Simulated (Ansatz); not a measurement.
# MoS2 (3R-MoS2 type, space group R3m): sliding energy of a bilayer

Interlayer sliding in a free bilayer taken from bulk MoS$_{2}$ (3R-MoS2 type, space group R3m): the upper half of the atoms below is shifted in the plane.

```
CELL_PARAMETERS angstrom
      3.17540     0.00000     0.00000
      1.58770     2.74997     0.00000
      0.00000     0.00000    24.30467
ATOMIC_POSITIONS crystal
  S  0.49998 0.49998 0.30858
  Mo 0.83331 0.83331 0.37257
  S  0.49998 0.49998 0.43651
  S  0.16665 0.16665 0.56349
  Mo 0.49998 0.49998 0.62747
  S  0.16665 0.16665 0.69142
```

In-plane vectors a = (3.175, 0.000) Å, b = (1.588, 2.750) Å, area 8.73 Å². The shift is s times the vector a (length 3.175 Å), so s = 1 restores the start. Atoms relax along the normal only. γ = [E(shift) − E(0)] / area.

These are r2SCAN+rVV10 (plane waves to 500 eV, PAW, scalar-relativistic; Ansatz, a first-principles code) values and carry that method's errors. k mesh 12×12×1 (Γ-centred), Fermi-Dirac smearing 0.05 eV. Energies are extrapolated to zero smearing. Forces were relaxed to 0.02 eV/Å only, which leaves the soft interlayer gap uncertain by some hundredths of an Å. MoS2 is run without spin polarisation. MoS2 was relaxed with its symmetry unable to fall. The PAW data are Ansatz's earlier set. This is one of several known forms of MoS2; the measured ambient cells at hand have space group No. 194. γ is measured from zero shift.

```csv
shift (Å),γ (meV/Å²),gap between the layers (Å)
0.000,0.0,3.09
0.265,0.6,3.09
0.529,1.7,3.22
0.794,3.0,3.33
1.058,4.1,3.40
1.323,4.8,3.45
1.588,5.0,3.46
1.852,4.8,3.45
2.117,4.1,3.40
2.382,3.0,3.33
2.646,1.7,3.22
2.911,0.6,3.09
```

Key numbers:

The highest computed γ on the line is 80 mJ/m² and the steepest slope dγ/d(shift) before the first maximum (spline) is 0.83 GPa. The rise of the interlayer gap from the lowest to the highest point is 0.4 Å. Position of the highest point: s = 0.500. Local minima between the ends: no computed point is one. Stacking at the highest point: no atom directly above another. Stacking at the lowest point: s = 0.000, Mo above S.

(The slope of γ gives the shear force per area between the displaced halves; near zero shift its curvature is an elastic stiffness.)
